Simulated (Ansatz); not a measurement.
Given:

ZnCdSe2:
```
CELL_PARAMETERS angstrom
      4.12405     0.00000     0.00000
     -2.06203     3.57153     0.00000
      0.00000     0.00000     6.82963
ATOMIC_POSITIONS crystal
  Zn 0.00000 0.00000 0.00117
  Cd 0.66667 0.33333 0.49337
  Se 0.66667 0.33333 0.10933
  Se 0.00000 0.00000 0.64414
```

This is the PBEsol-relaxed structure.

Q: All from DFT-PBEsol in the program Ansatz with PAW potentials, unless another level is named. Estimate the band gap.

A: 0.66 eV (direct).

Q: Give the electron effective mass.

A: 0.068, 0.068, 0.075 mₑ (principal values).

Q: Predict the weight of the valence-edge state by species (Voronoi cells).

A: Se 82 %, Cd 13 %, Zn 6 %.

Space group P3m1. The first step of the workflow began from a Materials Project structure, measured or hypothetical; the Crystallography Open Database copy checked does not list it. Whether it is the stable phase at ambient conditions was not checked. The PBEsol relaxation kept the symmetry of its start; of distortions, only those at the zone centre were tested. Scalar-relativistic: spin–orbit coupling is off unless named, which matters more the heavier the elements.

Potentials: the later of the program's two PAW sets.
